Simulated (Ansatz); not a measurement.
Starting cell, Ca (fcc, Cu type):

```
Ca
1.0
    5.56846     0.00000     0.00000
    0.00000     5.56846     0.00000
    0.00000     0.00000     5.56846
Ca
4
Direct
  0.00000   0.00000   0.00000
  0.50000   0.50000   0.00000
  0.50000   0.00000   0.50000
  0.00000   0.50000   0.50000
```

In each cell atom 2 (Ca, nearest neighbour Ca at 3.937 Å; its periodic images, 5.6 Å or more away, move with it) moves by s·(1.000, 0.000, 0.000) (along Cartesian x), the rest being held.

The numbers are results of r2SCAN (plane waves to 500 eV, PAW, scalar-relativistic; Ansatz, an electronic-structure program), not measurements. k mesh 7×7×7 (Γ-centred), Fermi-Dirac smearing 0.05 eV. Energies are smeared free energies. With partly filled bands, energies and forces of such displacements shift with the k mesh and the smearing. F∥ is the force on the atom along that direction. Ca was relaxed with its symmetry unable to fall. The zero of ΔE is the undisplaced structure.

| s (Å) | F∥ (eV/Å) | ΔE (eV/cell) |
|---|---|---|
| -0.790 | 1.855 | 0.735 |
| -0.632 | 1.494 | (withheld) |
| -0.474 | 1.119 | 0.264 |
| -0.316 | 0.742 | (withheld) |
| -0.158 | 0.369 | 0.029 |
| 0.000 | 0.000 | 0.000 |
| 0.158 | -0.369 | 0.029 |
| 0.316 | -0.742 | (withheld) |
| 0.474 | -1.119 | 0.264 |
| 0.632 | -1.494 | (withheld) |
| 0.790 | -1.855 | 0.735 |

Question: What belongs in the gaps?

Answer: 
- -0.632, ΔE (eV/cell): 0.470
- -0.316, ΔE (eV/cell): 0.117
- 0.316, ΔE (eV/cell): 0.117
- 0.632, ΔE (eV/cell): 0.470

(For displaced atoms, the force is minus the slope of the energy, and its curvature is a force constant, which sets phonon frequencies.)
